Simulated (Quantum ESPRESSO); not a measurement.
# SiC: field gradients at the nuclei

```xyz
16
Lattice="3.0772 0.0000 0.0000 -1.5386 2.6649 0.0000 0.0000 0.0000 20.1256" Properties=species:S:1:pos:R:3 pbc="T T T"
Si     0.0000     1.7766    17.6140
Si     1.5386     0.8883     7.5511
Si     0.0000     1.7766    12.5783
Si     1.5386     0.8883     2.5155
Si     0.0000     0.0000     0.0018
Si     0.0000     0.0000    10.0646
Si     1.5386     0.8883    15.0962
Si     0.0000     1.7766     5.0334
C      0.0000     1.7766     6.9258
C      1.5386     0.8883    16.9886
C      1.5386     0.8883     4.4019
C      0.0000     1.7766    14.4647
C      0.0000     0.0000    11.9516
C      0.0000     0.0000     1.8888
C      0.0000     1.7766    19.5003
C      1.5386     0.8883     9.4375
```
The geometry is a computed Materials Project entry, not a measured one. It is SiC in P6₃mc, a polytype of 8 double layers; whether this form has been observed was not checked. Stability against distortions was not tested.

Principal values are ordered |Vxx| ≤ |Vyy| ≤ |Vzz|, η = (Vxx − Vyy)/Vzz, and C_Q = eQVzz/h is given by its size. Cores are frozen. Against all-electron runs on small test molecules, this scheme's |Vzz| missed by −6 % on Si, +9 % on C.

Problem. What do the calculations give at each independent site (field gradients by the PAW reconstruction of the field gradient on a scalar-relativistic PBE ground state (a modified build of Quantum ESPRESSO, JTH datasets), 20 Ha, k-mesh 8×8×2 through Γ)?

Solution. 
```
site               site symmetry  Vzz (10²¹ V/m²)   η_Q  ∣C_Q∣ (MHz)
-----------------  -------------  ---------------  ----  -----------
Si1 (atoms 1, 2)              3m             0.20  0.00            –
Si2 (atoms 3, 4)              3m        under 0.2     –            –
Si3 (atoms 5, 6)              3m        under 0.2     –            –
Si4 (atoms 7, 8)              3m        under 0.2     –            –
C1 (atoms 9, 10)              3m             0.22  0.00            –
C2 (atoms 11, 12)             3m        under 0.2     –            –
C3 (atoms 13, 14)             3m        under 0.2     –            –
C4 (atoms 15, 16)             3m        under 0.2     –            –
```
